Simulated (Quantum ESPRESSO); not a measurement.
## Zr3Mg3RuW (finding a planted mistake in a log)

A calculation, not a measurement. The program is pw.x of Quantum ESPRESSO 7.5 (plane-wave density functional theory). The cell is made up: eight metal atoms on a face-centred cubic lattice, with elements, volume, strain and displacements drawn at random and not relaxed, so it may be unstable or far from any real phase. PseudoDojo standard norm-conserving files set the functional (PBE unless stated); there is no spin polarisation or spin-orbit coupling, the Fermi-Dirac width of 0.25 eV means electrons at about 2900 K, and the masses in the input are unused placeholders. Heavy elements are run without spin-orbit coupling, which real alloys of them have. A spin test at this wide smearing found no moment, but such smearing suppresses magnetism that the real alloy may have.

Intended input:

```
&control calculation='scf', pseudo_dir='./dojo.nc.sr.pbe.v0_5.standard.upf', outdir='./o', disk_io='minimal', tprnfor=.true., tstress=.true. /
&system ibrav=0, nat=8, ntyp=4, nbnd=62, ecutwfc=84.00895049, nosym=.true., tot_charge=0,
 occupations='smearing', smearing='fd', degauss=0.0183746611
/
&electrons conv_thr=1.470e-08, electron_maxstep=70, mixing_beta=0.5 /
ATOMIC_SPECIES
Mg 1.0 Mg.upf
Ru 1.0 Ru.upf
W 1.0 W.upf
Zr 1.0 Zr.upf
CELL_PARAMETERS angstrom
0.0 4.4456 0.0
-4.4456 0.0 -4.4456
-4.4456 0.0 4.4456
ATOMIC_POSITIONS angstrom
Zr 0.0881 0.028 0.1705
Mg -2.2437 0.057 2.2672
Zr -2.26 -0.036 -2.2805
Zr -4.3497 -0.0547 0.0002
Mg -2.3228 2.2707 0.0345
Mg -4.4734 2.2355 2.2019
Ru -4.47 2.2603 -2.141
W -6.6653 2.216 -0.0072
K_POINTS automatic
5 4 4 1 1 1
```

The log is shortened where brackets say so; the opening notice, blank lines, dates and the lines on written files are dropped, and the path of the files is cut. It prints rydbergs, bohrs and kilobars, and counts compression as positive stress. Its total energy is the free energy E - TS of the whole cell.

Log of the intended run:

```
     Program PWSCF v.7.5
     Parallel version (MPI & OpenMP), running on       4 processor cores
     Number of MPI processes:                 4
     Threads/MPI process:                     1
     [start-up lines left out]
     bravais-lattice index     =            0
     lattice parameter (alat)  =       8.4010  a.u.
     unit-cell volume          =    1185.8172 (a.u.)^3
     number of atoms/cell      =            8
     number of atomic types    =            4
     number of electrons       =        96.00
     number of Kohn-Sham states=           62
     kinetic-energy cutoff     =      84.0090  Ry
     charge density cutoff     =     336.0358  Ry
     scf convergence threshold =      1.5E-08
     mixing beta               =       0.5000
     number of iterations used =            8  plain     mixing
     Exchange-correlation= PBE
                           (   1   4   3   4   0   0   0)
     [axes and pseudopotential details left out]
   Cartesian axes
     site n.     atom                  positions (alat units)
         1        Zr     tau(   1) = (   0.0198173   0.0062984   0.0383525  )
         2        Mg     tau(   2) = (  -0.5047013   0.0128217   0.5099874  )
         3        Zr     tau(   3) = (  -0.5083678  -0.0080979  -0.5129791  )
         4        Zr     tau(   4) = (  -0.9784281  -0.0123043   0.0000450  )
         5        Mg     tau(   5) = (  -0.5224942   0.5107747   0.0077605  )
         6        Mg     tau(   6) = (  -1.0062534   0.5028568   0.4952987  )
         7        Ru     tau(   7) = (  -1.0054886   0.5084353  -0.4815998  )
         8        W      tau(   8) = (  -1.4993027   0.4984704  -0.0016196  )
     number of k points=    40  Fermi-Dirac smearing, width (Ry)=  0.0184
                       cart. coord. in units 2pi/alat
        k(    1) = (  -0.1250000   0.1000000   0.0000000), wk =   0.0500000
        k(    2) = (  -0.2500000   0.1000000   0.1250000), wk =   0.0500000
     [further k points left out]
     Dense  grid:   123249 G-vectors     FFT dimensions: (  50,  72,  72)
     Estimated max dynamical RAM per process >     344.20 MB
     Estimated total dynamical RAM >       1.26 GB
     Initial potential from superposition of free atoms
     starting charge      95.9892, renormalised to      96.0000
     Starting wfcs are   65 randomized atomic wfcs
     total cpu time spent up to now is        4.7 secs
     per-process dynamical memory:   253.4 Mb
     Self-consistent Calculation
     iteration #  1     ecut=    84.01 Ry     beta= 0.50
     Davidson diagonalization with overlap
     ethr =  1.00E-02,  avg # of iterations =  4.5
     total cpu time spent up to now is       14.0 secs
     total energy              =   -1013.22215348 Ry
     estimated scf accuracy    <       1.14348657 Ry
     iteration #  2     ecut=    84.01 Ry     beta= 0.50
     Davidson diagonalization with overlap
     ethr =  1.19E-03,  avg # of iterations =  4.8
     total cpu time spent up to now is       24.4 secs
     total energy              =   -1013.14210528 Ry
     estimated scf accuracy    <       9.70522623 Ry
     [iterations 3 to 14 left out]
     iteration # 15     ecut=    84.01 Ry     beta= 0.50
     Davidson diagonalization with overlap
     ethr =  7.86E-10,  avg # of iterations =  1.4
     total cpu time spent up to now is      131.7 secs
     total energy              =   -1013.87032354 Ry
     estimated scf accuracy    <       0.00000014 Ry
     iteration # 16     ecut=    84.01 Ry     beta= 0.50
     Davidson diagonalization with overlap
     ethr =  1.46E-10,  avg # of iterations =  2.0
     total cpu time spent up to now is      139.4 secs
     End of self-consistent calculation
     [lines on levels left out]
!    total energy              =   -1013.87032355 Ry
     estimated scf accuracy    <          7.8E-09 Ry
     smearing contrib. (-TS)   =      -0.13744707 Ry
     internal energy E=F+TS    =   -1013.73287648 Ry
     The total energy is F=E-TS. E is the sum of the following terms:
     one-electron contribution =    -448.72231920 Ry
     hartree contribution      =     241.05381346 Ry
     xc contribution           =    -174.35308534 Ry
     ewald contribution        =    -631.71128541 Ry
     convergence has been achieved in  16 iterations
     Forces acting on atoms (cartesian axes, Ry/au):
     atom    1 type  4   force =     0.00851715   -0.00131202    0.00383718
     atom    2 type  1   force =     0.01901494   -0.00479047    0.01878812
     atom    3 type  4   force =    -0.00667478    0.00606818   -0.01760634
     atom    4 type  4   force =    -0.07788015    0.01458402   -0.05007236
     atom    5 type  1   force =     0.02962082   -0.01298523    0.00135522
     atom    6 type  1   force =     0.00388507   -0.00454298    0.01661054
     atom    7 type  2   force =    -0.00067357   -0.00040577    0.01971329
     atom    8 type  3   force =     0.02419051    0.00338428    0.00737435
     Total force =     0.111368     Total SCF correction =     0.000403
     Computing stress (Cartesian axis) and pressure
          total   stress  (Ry/bohr**3)                   (kbar)     P=      -86.14
  -0.00047099  -0.00004919   0.00008990          -69.29       -7.24       13.22
  -0.00004919  -0.00075019  -0.00003346           -7.24     -110.36       -4.92
   0.00008990  -0.00003346  -0.00053543           13.22       -4.92      -78.76
     init_run     :      4.53s CPU      4.68s WALL (       1 calls)
     electrons    :    133.67s CPU    134.67s WALL (       1 calls)
     forces       :      1.26s CPU      1.28s WALL (       1 calls)
     stress       :      4.34s CPU      4.34s WALL (       1 calls)
     [timing details left out]
     PWSCF        :   2m23.85s CPU   2m25.09s WALL
     JOB DONE.
```

A second run was made from an input with one planted mistake. Its log:

```
     Program PWSCF v.7.5
     Parallel version (MPI & OpenMP), running on       4 processor cores
     Number of MPI processes:                 4
     Threads/MPI process:                     1
     [start-up lines left out]
     bravais-lattice index     =            0
     lattice parameter (alat)  =       8.2649  a.u.
     unit-cell volume          =    1129.1296 (a.u.)^3
     number of atoms/cell      =            8
     number of atomic types    =            4
     number of electrons       =        96.00
     number of Kohn-Sham states=           62
     kinetic-energy cutoff     =      84.0090  Ry
     charge density cutoff     =     336.0358  Ry
     scf convergence threshold =      1.5E-08
     mixing beta               =       0.5000
     number of iterations used =            8  plain     mixing
     Exchange-correlation= PBE
                           (   1   4   3   4   0   0   0)
     [axes and pseudopotential details left out]
   Cartesian axes
     site n.     atom                  positions (alat units)
         1        Zr     tau(   1) = (   0.0198235   0.0062877   0.0383437  )
         2        Mg     tau(   2) = (  -0.5047101   0.0128270   0.5099918  )
         3        Zr     tau(   3) = (  -0.5083684  -0.0080940  -0.5129870  )
         4        Zr     tau(   4) = (  -0.9784160  -0.0123011   0.0000457  )
         5        Mg     tau(   5) = (  -0.5224986   0.5107692   0.0077511  )
         6        Mg     tau(   6) = (  -1.0062420   0.5028581   0.4952899  )
         7        Ru     tau(   7) = (  -1.0054875   0.5084370  -0.4815941  )
         8        W      tau(   8) = (  -1.4992912   0.4984681  -0.0016234  )
     number of k points=    40  Fermi-Dirac smearing, width (Ry)=  0.0184
                       cart. coord. in units 2pi/alat
        k(    1) = (  -0.1250000   0.1000000   0.0000000), wk =   0.0500000
        k(    2) = (  -0.2500000   0.1000000   0.1250000), wk =   0.0500000
     [further k points left out]
     Dense  grid:   117369 G-vectors     FFT dimensions: (  50,  72,  72)
     Estimated max dynamical RAM per process >     329.32 MB
     Estimated total dynamical RAM >       1.20 GB
     Initial potential from superposition of free atoms
     starting charge      95.9892, renormalised to      96.0000
     Starting wfcs are   65 randomized atomic wfcs
     total cpu time spent up to now is        4.2 secs
     per-process dynamical memory:   243.0 Mb
     Self-consistent Calculation
     iteration #  1     ecut=    84.01 Ry     beta= 0.50
     Davidson diagonalization with overlap
     ethr =  1.00E-02,  avg # of iterations =  4.7
     total cpu time spent up to now is       13.7 secs
     total energy              =   -1013.20350478 Ry
     estimated scf accuracy    <       1.22230074 Ry
     iteration #  2     ecut=    84.01 Ry     beta= 0.50
     Davidson diagonalization with overlap
     ethr =  1.27E-03,  avg # of iterations =  4.5
     total cpu time spent up to now is       24.3 secs
     total energy              =   -1013.15320070 Ry
     estimated scf accuracy    <       9.71830157 Ry
     [iterations 3 to 14 left out]
     iteration # 15     ecut=    84.01 Ry     beta= 0.50
     Davidson diagonalization with overlap
     ethr =  2.32E-10,  avg # of iterations =  2.0
     total cpu time spent up to now is      132.5 secs
     total energy              =   -1013.89712958 Ry
     estimated scf accuracy    <       0.00000019 Ry
     iteration # 16     ecut=    84.01 Ry     beta= 0.50
     Davidson diagonalization with overlap
     ethr =  1.98E-10,  avg # of iterations =  1.1
     total cpu time spent up to now is      139.2 secs
     End of self-consistent calculation
     [lines on levels left out]
!    total energy              =   -1013.89712959 Ry
     estimated scf accuracy    <          6.1E-09 Ry
     smearing contrib. (-TS)   =      -0.13082182 Ry
     internal energy E=F+TS    =   -1013.76630778 Ry
     The total energy is F=E-TS. E is the sum of the following terms:
     one-electron contribution =    -432.93006804 Ry
     hartree contribution      =     235.88624514 Ry
     xc contribution           =    -174.61173356 Ry
     ewald contribution        =    -642.11075131 Ry
     convergence has been achieved in  16 iterations
     Forces acting on atoms (cartesian axes, Ry/au):
     atom    1 type  4   force =     0.00203754   -0.00141973    0.00030005
     atom    2 type  1   force =     0.01969166   -0.00544795    0.01833569
     atom    3 type  4   force =    -0.00246131    0.00775352   -0.01211990
     atom    4 type  4   force =    -0.08070784    0.01740540   -0.05094520
     atom    5 type  1   force =     0.03399365   -0.01466878    0.00297403
     atom    6 type  1   force =     0.00521434   -0.00518522    0.01907046
     atom    7 type  2   force =    -0.00442279   -0.00200488    0.01946229
     atom    8 type  3   force =     0.02665476    0.00356764    0.00292259
     Total force =     0.115397     Total SCF correction =     0.000359
     Computing stress (Cartesian axis) and pressure
          total   stress  (Ry/bohr**3)                   (kbar)     P=      -52.06
  -0.00023361  -0.00005114   0.00009526          -34.36       -7.52       14.01
  -0.00005114  -0.00052133  -0.00003545           -7.52      -76.69       -5.22
   0.00009526  -0.00003545  -0.00030682           14.01       -5.22      -45.13
     init_run     :      3.98s CPU      4.14s WALL (       1 calls)
     electrons    :    133.64s CPU    135.05s WALL (       1 calls)
     forces       :      1.19s CPU      1.21s WALL (       1 calls)
     stress       :      4.06s CPU      4.07s WALL (       1 calls)
     [timing details left out]
     PWSCF        :   2m22.97s CPU   2m24.61s WALL
     JOB DONE.
```

Question: the log repeats what the program read. Compare it with the intended run: what was wrong in the second input?

Answer: the cell and the positions are scaled by a wrong factor. The input lines that differ:

```
- 0.0 4.4456 0.0
- -4.4456 0.0 -4.4456
- -4.4456 0.0 4.4456
+ 0.0 4.3736 0.0
+ -4.3736 0.0 -4.3736
+ -4.3736 0.0 4.3736
- Zr 0.0881 0.028 0.1705
- Mg -2.2437 0.057 2.2672
- Zr -2.26 -0.036 -2.2805
- Zr -4.3497 -0.0547 0.0002
- Mg -2.3228 2.2707 0.0345
- Mg -4.4734 2.2355 2.2019
- Ru -4.47 2.2603 -2.141
- W -6.6653 2.216 -0.0072
+ Zr 0.0867 0.0275 0.1677
+ Mg -2.2074 0.0561 2.2305
+ Zr -2.2234 -0.0354 -2.2436
+ Zr -4.2792 -0.0538 0.0002
+ Mg -2.2852 2.2339 0.0339
+ Mg -4.4009 2.1993 2.1662
+ Ru -4.3976 2.2237 -2.1063
+ W -6.5573 2.1801 -0.0071
```

```
                                            intended run  run with the mistake
                          free energy (eV)    -13794.408            -13794.773
         entropy term -TS, part of it (eV)        -1.870                -1.780
                            pressure (GPa)         -8.61                 -5.21
size of the largest force component (eV/Å)         2.002                 2.075
largest change of a force component (eV/Å)                               0.167
                                iterations            16                    16
```

For scale, a rerun of the intended cell at a higher cutoff and on a denser mesh moved values by no more than 0.004 eV in energy, 0.02 GPa in stress and 0.009 eV/Å in force, and a second program with other atomic files agreed on that cell to 2 % rms in force and 0.5 GPa in pressure.